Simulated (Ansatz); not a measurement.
# What moves the field gradients of Pb2O?

Cell of run 1: an entry of the Crystallography Open Database (COD), taken as it stands.

```
CELL_PARAMETERS angstrom
5.38000 0.00000 0.00000
0.00000 5.38000 0.00000
0.00000 0.00000 5.38000
ATOMIC_POSITIONS crystal
Pb 0.25000 0.25000 0.25000
Pb 0.75000 0.75000 0.25000
Pb 0.25000 0.75000 0.75000
Pb 0.75000 0.25000 0.75000
O 0.00000 0.00000 0.00000
O 0.50000 0.50000 0.50000
```

Atoms are numbered from 1 in the order listed; like atoms form one site, named after its first atom.

Relaxed positions (PBE, cell held):

```
CELL_PARAMETERS angstrom
5.38000 0.00000 0.00000
0.00000 5.38000 0.00000
0.00000 0.00000 5.38000
ATOMIC_POSITIONS crystal
Pb 0.25000 0.25000 0.25000
Pb 0.75000 0.75000 0.25000
Pb 0.25000 0.75000 0.75000
Pb 0.75000 0.25000 0.75000
O 0.00000 0.00000 0.00000
O 0.50000 0.50000 0.50000
```

All runs are DFT with Ansatz 0.2.0 (plane waves and PAW, scalar-relativistic unless spin–orbit coupling is named, Γ-centred meshes, Fermi–Dirac smearing where given) in this cell.

Run 1: PBE, atoms as given; 420 eV, 6×6×6 k-points, smearing 0.05 eV.
Run 2: r2SCAN, at the relaxed atoms; 500 eV, 6×6×6 k-points, smearing 0.05 eV.
Run 3: PBE with spin–orbit coupling, at the relaxed atoms; 420 eV, 6×6×6 k-points, smearing 0.05 eV.

```
run    Pb V_zz (η)
  1  -15.00 (0.00)
  2              ?
  3  -12.88 (0.00)
```

V_zz in 10²¹ V/m²; 1 of the 2 sets of like atoms are followed.

Task: Estimate the row of run 2.

Result: Pb: -11.43 (0.00). It lies nearest to run 3, from whose tensors on these sites it differs by 1.45 at most (largest principal value of the difference, on Pb). Taken one at a time, the functional (r2SCAN with its higher cutoff) moves the tensors on these sites by up to 3.57 (largest principal value of the change, on Pb), spin–orbit coupling by 2.12 (Pb). Without a gap such differences can lie within the error of the k-mesh, so this order isn't firm.

In runs 1, 2, 3 there is no gap above 0.1 eV, so the gradients can move by 10 % or more with the k-mesh.
